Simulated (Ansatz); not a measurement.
# Zincblende alloy of GaP and GaN (8 of 32 P sites exchanged), 64 atoms

Ansatz, PAW, plane waves. PBEsol relaxation of volume and atoms (shape held) at the single k point (¼, ¼, ¼) without its symmetry partners; single points on the relaxed atoms at the single k point (¼, ¼, ¼) without its symmetry partners, onto which points of the small cell's zone fold. Arrangement: quasirandom. No spin–orbit coupling unless named.

Relaxed structure:

```
Ga P N
1.0
    10.39978    0.00000    0.00000
     0.00000   10.39978    0.00000
     0.00000    0.00000   10.39978
Ga P N
32 24 8
Direct
  0.02269 0.97399 0.97473
  0.99736 0.00003 0.49923
  0.98258 0.48690 0.01589
  0.00315 0.53078 0.50594
  0.50338 0.00175 0.99943
  0.49606 0.98933 0.53382
  0.47868 0.52102 0.97227
  0.51711 0.51609 0.51486
  0.25065 0.25037 0.99253
  0.24828 0.25446 0.50339
  0.25092 0.74666 0.96727
  0.25256 0.75264 0.53015
  0.76588 0.27396 0.01698
  0.72912 0.23036 0.51826
  0.75147 0.75162 0.99496
  0.75037 0.71975 0.50261
  0.24596 0.99663 0.25111
  0.25563 0.96582 0.74877
  0.25127 0.50625 0.25026
  0.24645 0.52911 0.74737
  0.75176 0.99676 0.25258
  0.73557 0.01066 0.73666
  0.77936 0.49881 0.25783
  0.73317 0.52144 0.73447
  0.98244 0.26642 0.23842
  0.99957 0.25606 0.74869
  0.98432 0.73280 0.27059
  0.02765 0.74883 0.75040
  0.50158 0.25773 0.25343
  0.51381 0.23422 0.73778
  0.49966 0.74907 0.25062
  0.48816 0.73835 0.73420
  0.11740 0.12396 0.11804
  0.12936 0.11632 0.63197
  0.11955 0.62844 0.12016
  0.63105 0.13196 0.12639
  0.62813 0.61765 0.12238
  0.37582 0.38262 0.11707
  0.37979 0.38394 0.63146
  0.37006 0.86943 0.11585
  0.86775 0.38378 0.61980
  0.88344 0.87030 0.12490
  0.87484 0.86560 0.62718
  0.37937 0.11979 0.38447
  0.37411 0.11604 0.86476
  0.37527 0.62969 0.38860
  0.86952 0.13090 0.37800
  0.87531 0.12364 0.87711
  0.88052 0.62373 0.86953
  0.11758 0.38490 0.37625
  0.12373 0.38750 0.87491
  0.12499 0.86492 0.38434
  0.63406 0.37960 0.38368
  0.62441 0.38106 0.86997
  0.62621 0.86860 0.38861
  0.61749 0.87005 0.86309
  0.13281 0.63849 0.63243
  0.61767 0.11605 0.62772
  0.62081 0.63043 0.62438
  0.37485 0.86232 0.63545
  0.87514 0.38250 0.13299
  0.36818 0.63532 0.85545
  0.87622 0.62004 0.38323
  0.13822 0.86110 0.86121
```

What are the mean bond lengths by pair (pairs within 1.2 times the sum of covalent radii, less contacts 15 % beyond the pair's median; cation–cation pairs of compounds aside; long ionic contacts are cut short by that bound)?

Ga–N 2.035 ± 0.046 Å (standard deviation, 32 bonds); Ga–P 2.335 ± 0.037 Å (standard deviation, 96 bonds).

What gap lies between the top filled and the lowest empty level in the single points?

HSE06 2.20 eV (30 s on NVIDIA GB300). Away from Γ this isn't the crystal's band gap. An indirect band minimum needn't fold onto Γ of this cell; where it doesn't, these gaps are too wide.
